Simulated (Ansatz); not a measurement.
Consider the following.

BN:
```
BN
1.0
    4.40272     0.00000     0.00000
    0.00000     4.40272     0.00000
    0.00000     0.00000     2.53888
B N
4 4
Direct
  0.17418   0.17418   0.00000
  0.82582   0.82582   0.00000
  0.32582   0.67418   0.50000
  0.67418   0.32582   0.50000
  0.81228   0.18772   0.00000
  0.18772   0.81228   0.00000
  0.68772   0.68772   0.50000
  0.31228   0.31228   0.50000
```

This is the r²SCAN-relaxed structure.

### Question
All from the program Ansatz at the r²SCAN level (PAW), unless another level is named. Give the electron effective mass.

### Answer
0.40, 0.40, 0.49 mₑ (principal values).

### Question
Predict the conduction-band minimum.

### Answer
on the Γ–Z line, 59 % of the way from Γ (2 equivalent valleys).

### Question
What about the valence-band maximum?

### Answer
on the M–Γ line, 87 % of the way from M.

Space group P4_2/mnm. The start of the workflow was typed in or built on a structure type; the Crystallography Open Database copy checked does not list it. It is not the phase usual at ambient conditions (space group No. 186, 194, 216). The cell was relaxed with r²SCAN under the symmetry of its start; its stability against distortions is not shown here.

Potentials: the later of the program's two PAW sets.

Edges and masses are those of Kohn–Sham bands, whose gap is no quasiparticle gap.
